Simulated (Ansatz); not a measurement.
Mg3CdS2, before and after

The cell of Mg3CdS2 is invented: random cell by space group and Wyckoff sites (P6/mmm, No. 191). Its size is a rough estimate.

start.cif

```cif
data_structure
_symmetry_space_group_name_H-M 'P6/mmm'
_symmetry_Int_Tables_number 191
_cell_length_a 4.4705
_cell_length_b 4.4705
_cell_length_c 8.7361
_cell_angle_alpha 90.000
_cell_angle_beta 90.000
_cell_angle_gamma 120.000
_cell_volume 151.20
loop_
_atom_site_label
_atom_site_type_symbol
_atom_site_symmetry_multiplicity
_atom_site_Wyckoff_symbol
_atom_site_fract_x
_atom_site_fract_y
_atom_site_fract_z
_atom_site_occupancy
Mg1 Mg 2 d 0.33333 0.66667 0.50000 1
Mg2 Mg 1 a 0.00000 0.00000 0.00000 1
Cd1 Cd 1 b 0.00000 0.00000 0.50000 1
S1 S 2 e 0.00000 0.00000 0.24121 1
```

All numbers below come from Ansatz 0.2.0, DFT PBE, scalar-relativistic, plane waves, PAW. Cutoff 420 eV, Gaussian smearing, Γ-centred meshes. Cell and atoms relax first on a coarse mesh and then on a finer one. In between, the cell is made exact in the group found at 0.06 Å. In metals the finer mesh still leaves noise of several meV/atom or more. The steps can't lower the symmetry of their start. No spin polarisation.

end.cif

```cif
data_structure
_symmetry_space_group_name_H-M 'P6/mmm'
_symmetry_Int_Tables_number 191
_cell_length_a 5.2546
_cell_length_b 5.2546
_cell_length_c 9.5805
_cell_angle_alpha 90.000
_cell_angle_beta 90.000
_cell_angle_gamma 120.000
_cell_volume 229.08
loop_
_atom_site_label
_atom_site_type_symbol
_atom_site_symmetry_multiplicity
_atom_site_Wyckoff_symbol
_atom_site_fract_x
_atom_site_fract_y
_atom_site_fract_z
_atom_site_occupancy
Mg1 Mg 2 d 0.33333 0.66667 0.50000 1
Mg2 Mg 1 a 0.00000 0.00000 0.00000 1
Cd1 Cd 1 b 0.00000 0.00000 0.50000 1
S1 S 2 e 0.00000 0.00000 0.23641 1
```

The symmetry stays P6/mmm (No. 191). The volume per atom grows by 51.5 %, from 25.2 to 38.2 Å³. The shortest distance goes from 2.11 Å (Mg–S) to 2.26 Å (Mg–S). The energy falls by about 0.51 eV/atom (the start's value is from the coarse mesh).

```
Volume per atom                            : 38.18 Å³
Density                                    : 1.81 g/cm³
Energy over the elements                   : +0.04 eV/atom
Gap on the 12×12×4 mesh of the 6-atom cell : 0 eV (a metal)
```

Energies over the elements count from the elements' standard structures at the same level, with no fitted energy shifts. A positive value: parting into the elements would lower its energy.

The last run used Gaussian smearing of 0.10 eV. The reference form of S is held partly by dispersion forces, which this level lacks. Symmetry constrained the relaxation, so the result can be a saddle point. In all, the 3 runs took 73 s on 1 thread of Intel(R) Xeon(R) 6975P-C (Granite Rapids), on a shared host. Another cell of Mg3CdS2 relaxed alike, in P6/mmm, lies 0.69 eV/atom lower, so this cell isn't the stable form at this level.
